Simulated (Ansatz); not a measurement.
The cell of FeRuC4N4 is invented: two interpenetrating cyanide-bridged diamond nets (P-43m, No. 215). The dimensions are guesses.

```
Fe Ru C N
1.0
     5.88435    0.00000    0.00000
     0.00000    5.88435    0.00000
     0.00000    0.00000    5.88435
Fe Ru C N
1 1 4 4
Direct
  0.50000 0.50000 0.50000
  0.00000 0.00000 0.00000
  0.18603 0.18603 0.18603
  0.18603 0.81397 0.81397
  0.81397 0.18603 0.81397
  0.81397 0.81397 0.18603
  0.30082 0.30082 0.30082
  0.30082 0.69918 0.69918
  0.69918 0.30082 0.69918
  0.69918 0.69918 0.30082
```

These are results of DFT PBE, scalar-relativistic, plane waves, PAW in Ansatz 0.2.0, not measurements. Cutoff 420 eV, Gaussian smearing, Γ-centred meshes. Cell and atoms relax first on a coarse mesh and then on a converged one. In between, the cell is made exact in the group found at 0.06 Å. The steps can't lower the symmetry of their start. Collinear spin, starting moments Fe 4.0; Ru 1.0 μB.

A guess keeps its type if space group and coordination stay and the shape of the cell changes little (axis ratios within about 15 %, angles within 6°); the volume may change.

Q: Does this structure survive the relaxation?

A: It keeps its type. The symmetry stays P-43m (No. 215). The volume per atom shrinks by 4.4 %, from 20.4 to 19.5 Å³. The shortest distance goes from 1.17 Å (C–N) to 1.19 Å (C–N). Counting neighbours within 15 % of an atom's shortest distance, the start has C 1, Fe 4, N 1, Ru 4 and the end C 1, Fe 4, N 1, Ru 4.

The last run used collinear spin, a 6×6×6 mesh for its 10-atom cell and Gaussian smearing of 0.01 eV. Another magnetic order may lie lower. Symmetry constrained the relaxation, so the result can be a saddle point.
